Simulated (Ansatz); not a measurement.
# Sc₅V₃: reading a single point

```yaml
crystal:
  lattice:
    - [7.63288, 0.00000, 0.00000]
    - [-3.81644, 6.61027, 0.00000]
    - [0.00000, 0.00000, 5.55135]
  atoms:
    - { symbol: Sc, position: [0.33330, 0.66670, 0.00000] }
    - { symbol: Sc, position: [0.66660, 0.33330, 0.50000] }
    - { symbol: Sc, position: [0.66670, 0.33330, 0.00000] }
    - { symbol: Sc, position: [0.33340, 0.66670, 0.50000] }
    - { symbol: V, position: [0.60600, 0.00000, 0.25000] }
    - { symbol: V, position: [0.60600, 0.60600, 0.75000] }
    - { symbol: V, position: [0.00000, 0.60600, 0.25000] }
    - { symbol: V, position: [0.39400, 0.00000, 0.75000] }
    - { symbol: V, position: [0.39400, 0.39400, 0.25000] }
    - { symbol: V, position: [0.00000, 0.39400, 0.75000] }
    - { symbol: Sc, position: [0.24000, 0.00000, 0.25000] }
    - { symbol: Sc, position: [0.24000, 0.24000, 0.75000] }
    - { symbol: Sc, position: [0.00000, 0.24000, 0.25000] }
    - { symbol: Sc, position: [0.76000, 0.00000, 0.75000] }
    - { symbol: Sc, position: [0.76000, 0.76000, 0.25000] }
    - { symbol: Sc, position: [0.00000, 0.76000, 0.75000] }
```

Method: r2SCAN, no spin polarisation; PAW, plane waves to 500 eV, 5×5×6 Γ-centred mesh, gaussian occupations (width 0.0574 eV) (Ansatz 0.2.0), atoms fixed.

(1) Describe some of the short contacts.

(2) Which element gives electrons and which takes them?

(3) Is the cell too large or too small?

(4) Where is the largest force?

(5) Metal or insulator?

Origin: a known structure type with other elements, at an estimated volume, so it need not be a known compound. Caveats: no spin polarisation, so a magnetic state may lie lower.

Results:

(1) V–Sc at 2.62 Å: least valence density 0.23 e/Å³ and ELF 0.13 there. Sc–Sc at 2.78 Å: least valence density 0.18 e/Å³ and ELF 0.11 there. These are pseudo-fields; inside the PAW spheres they differ from the all-electron ones.

(2) Bader charges in e: Sc +0.95 to +1.05, V -1.68. In the mean Sc gives up most and V takes most.

(3) The pressure is 13.8 GPa (compression positive), so with the atoms held at these fractions the cell would first expand. The principal stresses 12.0, 14.7, 14.7 GPa differ, so its shape would change too.

(4) The largest is on Sc11 (and as large on other atoms): 0.54 eV/Å, components (0.54, 0.00, 0.00). It makes 97° with the line to a nearest neighbour, V9 at 2.63 Å.

(5) It is a metal, with about 29 states/eV a cell as the mean within 0.25 eV of the Fermi level, mostly V d (58 %) and Sc d (33 %).
